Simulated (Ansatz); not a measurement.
An elastic tensor (GPa, Voigt order, standard axes) from LDA in the plane-wave PAW code Ansatz:

```
 164  43.0  43.0   0.0   0.0   0.0
43.0   164  43.0   0.0   0.0   0.0
43.0  43.0   164   0.0   0.0   0.0
 0.0   0.0   0.0  57.0   0.0   0.0
 0.0   0.0   0.0   0.0  57.0   0.0
 0.0   0.0   0.0   0.0   0.0  57.0
```

### Question
Which compound is it?
(A) ZrN, rock salt
(B) CdO, rock salt
(C) BaTiO3, cubic perovskite
(D) MgS, rock salt

### Answer
D, MgS, rock salt

Space group Fm-3m (rock salt). The LDA relaxation kept the symmetry of its start; phonons on a q-mesh show no instability.

Potentials: the later of the program's two PAW sets.
